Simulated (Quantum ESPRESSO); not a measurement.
# Kohn-Sham bands of TiTe$_{2}$ (P-3m1)

```xyz
3
Lattice="3.8242 0.0000 0.0000 -1.9121 3.3119 0.0000 0.0000 0.0000 6.7183" Properties=species:S:1:pos:R:3 pbc="T T T"
Ti     0.0000     0.0000     0.0000
Te    -1.9121     1.1040    -1.6807
Te     1.9121    -1.1040     1.6807
```

Structure: Materials Project mp-1907, symmetrised, not relaxed again. COD (Crystallography Open Database) has an entry of this formula and space group (matched by these alone). Level: PBEsol, spinors with spin-orbit coupling; pw.x of Quantum ESPRESSO at 68 Ry with PseudoDojo potentials, 6×6×4 k-points, Wannier90. Density: 12×12×6 mesh, cold smearing 0.01 Ry. The cell is built of weakly bound layers, chains or molecules, whose nearest atoms lie 4.02 Å apart. Database cells relaxed without dispersion often hold them too far apart, which can enlarge gaps and weakens couplings between them; spacing and stacking were not compared with the measured crystal.

Energies are relative to the Fermi level; weights are on the orthonormalised atomic waves of the pseudopotential files, averaged over the group. 44 electrons a cell are treated as valence.

```csv
bands,from (eV),to (eV),filling,weight on atomic waves
1–2,-57.35,-57.35,filled,[?]
3–10,-37.25,-37.23,filled,[?]
11–22,-35.80,-35.76,filled,[?]
23–24,-34.14,-34.13,filled,[?]
25–28,-33.51,-33.46,filled,[?]
29–32,-12.21,-10.31,filled,[?]
33–50,-4.96,1.60,partly filled,[?]
51–54,1.91,3.62,empty,[?]
```

**Question.** Which atomic shells make up each group?

**Answer.** 
- 1–2, weight on atomic waves: Ti 3s 98 %
- 3–10, weight on atomic waves: Te 4d 100 %
- 11–22, weight on atomic waves: Te 4d 100 %
- 23–24, weight on atomic waves: Ti 3p 99 %
- 25–28, weight on atomic waves: Ti 3p 99 %
- 29–32, weight on atomic waves: Te 5s 85 %, Ti 4s 8 %, Ti 3d 4 %
- 33–50, weight on atomic waves: Te 5p 53 %, Ti 3d 41 %
- 51–54, weight on atomic waves: Ti 3d 54 %, Te 5p 38 %

No gap over 0.05 eV opens at the Fermi level at this level of theory.
